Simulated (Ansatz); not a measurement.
## Li₂Pd: stiffness from a series of strains

```xyz
3
Lattice="4.2267 0.0000 0.0000 -2.1134 3.6604 0.0000 0.0000 0.0000 2.7319" Properties=species:S:1:pos:R:3 pbc="T T T"
Li    0.0000    2.4403    1.3659
Li    2.1134    1.2201    1.3659
Pd    0.0000    0.0000    0.0000
```

Atom numbers follow the list: Li1, Li2, Pd3.

The conventional cell has a = 4.227 Å, b = 4.227 Å, c = 2.732 Å, α = 90.00°, β = 90.00°, γ = 120.00°. Around Li (atom 1) lie 5 Li at 2.44 to 2.73 Å and 6 Pd at 2.80 Å. Pd (atom 3) is surrounded by 2 Pd at 2.73 Å and 12 Li at 2.80 Å.

The geometry is COD entry 1523156, unchecked; take it as a test cell.

Spin polarisation is left out, and whether a magnetic state lies lower isn't shown here.

Level of theory: DFT, LDA, all-electron LAPW, scalar-relativistic (Ansatz 0.2.0).

Numerical set-up: a Γ-centred 11×11×15 k mesh, Fermi–Dirac smearing of 0.08 eV, basis error target 0.5 meV/atom, no spin polarisation.

The strain is applied along the Cartesian axes of the cell as listed (the other components stay zero). Fractional coordinates are held (clamped ions).

σ is the change of stress from the unstrained cell, which is at -4.95 GPa; tension is positive, so slopes are stress–strain coefficients at that pressure. In a metal the k mesh adds noise.

Only quantities that a quadratic follows smoothly over the whole series are listed; rougher ones are left out.

| εxx = εyy | σzz (GPa) | σxx (GPa) |
| --- | --- | --- |
| -0.0200 | -0.62 | -2.06 |
| -0.0100 | -0.28 | -0.98 |
| 0.0000 | 0.00 | 0.00 |
| 0.0200 | 0.43 | 1.72 |

Question: Fit the series and read off the stiffness at zero strain.

Answer: Least-squares fits y = p0 + p1 x + p2 x² to the rows give σzz (GPa): p1 = 26.2, p2 = -240; σxx (GPa): p1 = 94.4, p2 = -430. So C13 + C23 = 26 GPa and C11 + C12 = 94 GPa, for these axes.

Question: One run, at εxx = εyy = 0.0100, is withheld. Predict its row.

Answer: The fits give 0.24, 0.90; the run gave 0.23, 0.90.
